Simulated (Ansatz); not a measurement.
Relaxing AlIn2N3

These are results of Ansatz 0.2.0, DFT PBEsol, scalar-relativistic, plane waves, PAW, not measurements. Settings: 420 eV cutoff, 6×6×6 k-mesh, Gaussian smearing of 0.02 eV, no spin polarisation.

What was changed: biaxial strain in the a-b plane, c and atoms relaxed: +3.0 %.

Command:

```bash
ansatz run input.yaml --threads 2 --pin off --max-ram 5120MiB --backend cpu --events-out ev --progress --plain --runs-dir out
```

Input:

```yaml
crystal:
  lattice:
    - [5.2463092232, -3.0192465195, 0.0]
    - [5.2463092232, 3.0192465195, 0.0]
    - [0.0, 0.0, 5.3470060453]
  atoms:
    - { symbol: Al, position: [0.340806849, 0.659193151, 0.9885540456] }
    - { symbol: Al, position: [0.659193151, 0.340806849, 0.4885540456] }
    - { symbol: In, position: [0.9890254826, 0.3352081013, 0.9835463453] }
    - { symbol: In, position: [0.6647918987, 0.0109745174, 0.9835463453] }
    - { symbol: In, position: [0.0109745174, 0.6647918987, 0.4835463453] }
    - { symbol: In, position: [0.3352081013, 0.9890254826, 0.4835463453] }
    - { symbol: "N", position: [0.9700577036, 0.3330291975, 0.3872853743] }
    - { symbol: "N", position: [0.6669708025, 0.0299422964, 0.3872853743] }
    - { symbol: "N", position: [0.0299422964, 0.6669708025, 0.8872853743] }
    - { symbol: "N", position: [0.3330291975, 0.9700577036, 0.8872853743] }
    - { symbol: "N", position: [0.3669558008, 0.6330441992, 0.3417825153] }
    - { symbol: "N", position: [0.6330441992, 0.3669558008, 0.8417825153] }
basis:
  ecutwfc: 420
kpoints:
  mp_grid: { grid: [6, 6, 6] }
hamiltonian:
  xc: pbesol
scf:
  occupations: { method: gaussian, width: 0.02 }
output:
  forces: true
  stress: true
  eigenvalues: true
relax:
  adjacent_minimum: "off"
  f_tol: 0.008
  max_steps: 40
  cell: { stress_tol: 0.015, fix: [a, b, gamma] }
```

F is the free energy. Steps run on the plane waves of an earlier cell, but the last one, and at times one on the way, on a freshly chosen basis, so a repeated geometry can differ a little in energy. The held parts of the cell keep their stress, so P needn't end at zero.

Steps:

```tsv
step	F − F(1) (eV)	largest force component (eV/Å)	V (Å³/atom)	P (GPa)
1	0.0000	0.240	14.116	-5.88
2	-0.0130	0.168	14.067	-5.55
3	-0.0168	0.042	14.076	-5.77
4	-0.0182	0.040	14.049	-5.50
5	-0.0184	0.005	14.050	-5.52
6	-0.0184	0.000	14.052	-5.54
7	-0.0166	0.000	14.052	-5.56
8	-0.0167	0.000	14.050	-5.54
9	-0.0166	0.000	14.050	-5.54
```

Relaxed structure:

```
CELL_PARAMETERS angstrom
5.24631 -3.01925 0.00000
5.24631 3.01925 0.00000
0.00000 0.00000 5.32201
ATOMIC_POSITIONS crystal
Al 0.34096 0.65904 0.98770
Al 0.65904 0.34096 0.48770
In 0.98940 0.33496 0.97977
In 0.66504 0.01060 0.97977
In 0.01060 0.66504 0.47977
In 0.33496 0.98940 0.47977
N 0.96968 0.33324 0.38987
N 0.66676 0.03032 0.38987
N 0.03032 0.66676 0.88987
N 0.33324 0.96968 0.88987
N 0.36680 0.63320 0.34501
N 0.63320 0.36680 0.84501
```

The structure is orthorhombic, space group Cmc2_1 (No. 36). The conventional cell has a = 10.493 Å, b = 6.038 Å, c = 5.322 Å, α = 90.00°, β = 90.00°, γ = 90.00°. Al (site symmetry m) has 4 N at 1.91 to 1.93 Å as nearest neighbours. In (site symmetry 1) has 4 N at 2.19 to 2.20 Å as nearest neighbours. Around N (site symmetry 1) lie 1 Al at 1.93 Å and 3 In at 2.19 to 2.20 Å. Around N (site symmetry m) lie 2 Al at 1.91 to 1.92 Å and 2 In at 2.19 Å.

The run converged. Time: 3.5 min on 2 threads of Arm Neoverse V2 (shared host), peak memory 0.66 GiB.